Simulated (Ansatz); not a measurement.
Property card for Sc2Si2O7

Sc2Si2O7:
```
CELL_PARAMETERS angstrom
      3.25693     4.24959     0.00000
     -3.25693     4.24959     0.00000
     -1.03845     0.00000     4.57169
ATOMIC_POSITIONS crystal
  Sc 0.69032 0.69032 0.00000
  Sc 0.30968 0.30968 0.00000
  Si 0.22396 0.77604 0.40805
  Si 0.77604 0.22396 0.59195
  O  0.60650 0.07842 0.78681
  O  0.39350 0.92158 0.21319
  O  0.07842 0.60650 0.21319
  O  0.92158 0.39350 0.78681
  O  0.00000 0.00000 0.50000
  O  0.60612 0.39388 0.27951
  O  0.39388 0.60612 0.72049
```

Space group C2/m (No. 12); conventional cell a = 6.514 Å, b = 8.499 Å, c = 4.688 Å, α = 90.00°, β = 102.80°, γ = 90.00°.

Method: DFT-r²SCAN in the program Ansatz with PAW potentials. Geometry: relaxed at this level of theory. Other levels are named where they apply.

**Cell and energy**

- Volume per atom: 11.50 Å³
- Density: 3.39 g/cm³
- Formation energy from the elements (no fitted shifts): -3.42 eV/atom

**Electronic structure**

- Band gap: 4.95 eV (indirect)
- Valence-band maximum: at Γ
- Conduction-band minimum: at Y (k = 0.500, 0.500, 0.000 in fractions of the reciprocal vectors)
- Smallest direct gap on the standard path: 5.13 eV
- Electron effective mass: 1.7, 2.0, 2.4 mₑ (principal values)
- Hole effective mass: 2.0 along x, 20 along y, 2.3 along z (mₑ)
- HSE06 gap on the r²SCAN cell: 6.39 eV

**Mechanics**

* **Bulk modulus (Birch–Murnaghan fit)**: 167 GPa
* **Pressure derivative B′**: 2.8
* **Elastic constants (relaxed ions, GPa)**: C11 = 317, C22 = 240, C33 = 268, C12 = 107, C13 = 127, C23 = 141, C44 = 102, C55 = 92.7, C66 = 65.8, C15 = -4.8, C25 = 32.7, C35 = 12.4, C46 = 15.0
* **Mechanical stability**: stable (all eigenvalues of C positive)
* **Hill bulk and shear moduli**: 173 and 78.5 GPa
* **Young's modulus**: 204 GPa
* **Poisson's ratio**: 0.30
* **Debye temperature from the elastic constants**: 709 K

**Dielectric response**

* **Electronic dielectric constant ε∞ (DFPT)**: 3.45 (xx), 3.37 (yy), 3.19 (zz)
* **Static dielectric constant ε0 (ions relaxed, cell fixed)**: 11.2 (xx), 9.40 (yy), 8.68 (zz)
* **Born charges (a third of the trace)**: Sc +3.71, Si +3.64, O -2.17 to -1.99 e

**Phonons**

- Highest zone-centre frequency (without LO–TO term): 1159 cm⁻¹
- Zone-centre stability: no imaginary mode at Γ

**Charges**

* **Bader charges**: Sc +2.17, Si +3.34, O -1.71 to -1.55 e

The workflow started from a Materials Project entry (that database holds measured and hypothetical structures alike); the Crystallography Open Database files this formula in space group No. 12, but the cells were not matched. Its standing as an ambient phase is unchecked. The cell was relaxed with r²SCAN under the symmetry of its start. The run is not spin-polarised. The references are the lowest solids computed at this level, not always the standard phases (solids in place of the gases).

Potentials: the later of the program's two PAW sets.
